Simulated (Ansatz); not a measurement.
Relaxed candidate structures of ZrO$_{2}$:

A. Pbca (No. 61), oP24; a = 5.5527 Å, b = 9.9852 Å, c = 5.7789 Å, α = 90.00°, β = 90.00°, γ = 90.00°; Zr 8c (0.148, 0.370, 0.407); O 8c (0.330, 0.485, 0.155); O 8c (0.476, 0.268, 0.376); non-magnetic

B. Fm-3m (No. 225), cF12, fluorite type; a = b = c = 5.089 Å, α = β = γ = 90.00°; Zr 4a (0.000, 0.000, 0.000); O 8c (0.250, 0.250, 0.250); non-magnetic

C. P6₂22 (No. 180), hP9, AFLOW prototype A2B_hP9_180_j_c (C8, as in SiO2); a = 6.208 Å, b = 6.208 Å, c = 6.814 Å, α = 90.00°, β = 90.00°, γ = 120.00°; Zr 3c (0.500, 0.000, 0.000); O 6j (0.430, 0.215, 0.167); non-magnetic

D. Pa-3 (No. 205), cP12; a = 5.197 Å, b = 5.197 Å, c = 5.197 Å, α = 90.00°, β = 90.00°, γ = 90.00°; Zr 4a (0.000, 0.000, 0.000); O 8c (0.325, 0.325, 0.325); non-magnetic

E. P2/m (No. 10), mP12; a = 5.8553 Å, b = 3.3988 Å, c = 8.2965 Å, α = 90.00°, β = 105.88°, γ = 90.00°; Zr 2m (0.165, 0.000, 0.737); Zr 2n (0.294, 0.500, 0.135); O 1c (0.000, 0.000, 0.500); O 1d (0.500, 0.000, 0.000); O 2n (0.099, 0.500, 0.883); O 2n (0.629, 0.500, 0.294); O 2m (0.214, 0.000, 0.238); non-magnetic

Task: Order them by energy per atom (lowest first) at the level r2SCAN (plane waves to 500 eV, PAW, scalar-relativistic; Ansatz, an electronic-structure program).

Result: B (reference), A (+0.004 eV/atom), D (+0.100 eV/atom), E (+0.144 eV/atom), C (+0.346 eV/atom)

Task: Give each candidate's band gap.

Result: No candidate is metallic. A: 4.37 eV (no spin-orbit coupling); B: 3.89 eV (no spin-orbit coupling); C: 5.10 eV (no spin-orbit coupling); D: 3.83 eV (no spin-orbit coupling); E: 4.10 eV (no spin-orbit coupling).

The lowest structure calculated, P2₁/c, mP12, AFLOW prototype A2B_mP12_14_2e_e (C43, as in ZrO2), non-magnetic, is not among these; it lies 0.06 eV/atom below the lowest of them.  2 generated cells of layers, chains or molecules, poorly bound without dispersion, are left out. Each run could gain symmetry but not lose that of its start, so entries can be saddle points. From databases, or of a type measured for this composition: Fm-3m, cF12, fluorite type, non-magnetic; the others are generated cells (placed on structure types, drawn at random, substituted or restacked) that were not matched to a known phase here. Each structure is listed in the lowest spin state found for it. Energies are at zero temperature and pressure, without zero-point motion. No spin polarisation in the result. Gaps of cells over 8 atoms come from the SCF mesh and high-symmetry points alone.
